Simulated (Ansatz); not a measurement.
# PIr: frozen-core PAW against all-electron methods

```
CELL_PARAMETERS angstrom
0.00000 2.46480 2.46480
2.46480 0.00000 2.46480
2.46480 2.46480 0.00000
ATOMIC_POSITIONS crystal
Ir 0.00000 0.00000 0.00000
P 0.50000 0.50000 0.50000
```

Atoms are numbered in the order listed.

Conventional cell: a = 4.930 Å, b = 4.930 Å, c = 4.930 Å, α = 90.00°, β = 90.00°, γ = 90.00°. Around Ir (atom 1) lie 6 P at 2.46 Å. P (atom 2) is surrounded by 6 Ir at 2.46 Å.

The cell was built from the rocksalt type and relaxed in the same program, and has space group Fm-3m; it needn't be a known or the stable phase.

Methods: DFT, PBE, PAW with Ansatz's default frozen-core files, fully relativistic files with spin-orbit coupling (Ansatz 0.2.0); DFT, PBE, all-electron LAPW, Dirac equation with spin-orbit coupling (Ansatz 0.2.0).

For PAW: a Γ-centred 13×13×13 k mesh, Fermi–Dirac smearing of 0.05 eV, cutoff 420 eV, no spin polarisation. LAPW targets a basis error of 0.5 meV/atom. The Ansatz runs share mesh, smearing and spin set-up. Plane-wave (PAW) pressures include the program's estimate of the Pulay term.

Stress and pressure are positive in compression.

Levels count from the Fermi level.

| quantity | PAW | LAPW |
| --- | --- | --- |
| pressure (GPa) | 1.24 | 1.26 |
| highest filled level at L (eV) | -0.248 | -0.248 |
| lowest empty level at L (eV) | 3.946 | 3.948 |
| highest filled level at Γ (eV) | -0.030 | -0.028 |
| lowest empty level at Γ (eV) | 0.337 | 0.338 |
| highest filled level at X (eV) | -0.015 | -0.014 |
| lowest empty level at X (eV) | 3.223 | 3.222 |

PAW's pressure differs from the LAPW value by -0.02 GPa.
